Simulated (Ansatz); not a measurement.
Theory: Ansatz, DFT, PBEsol, plane waves (420 eV) with PAW, scalar-relativistic. The PAW files were generated under PBE, with cores re-solved for the functional.

An element in the hcp structure gives this curve. The cell is scaled uniformly from the relaxed one, with fractional coordinates and shape fixed. Energies are extrapolated to zero smearing, pressures are those at the given smearing. Magnetic state: spin not included.

| V (Å³/atom) | E − E₀ (meV/atom) | P (GPa) |
| --- | --- | --- |
| 26.253 | 80.6 | 8.29 |
| 27.446 | 32.6 | 4.85 |
| 28.640 | 7.3 | 2.13 |
| 29.833 | 0.0 | -0.01 |
| 31.026 | 7.0 | -1.70 |
| 32.220 | 25.2 | -3.04 |
| 33.413 | 52.1 | -4.09 |

Question: Which element is it?
A. thulium
B. lead
C. yttrium
D. holmium

Answer: B. Its fit is V₀ = 29.80 Å³/atom, B₀ = 48 GPa, B₀′ = 4.9.
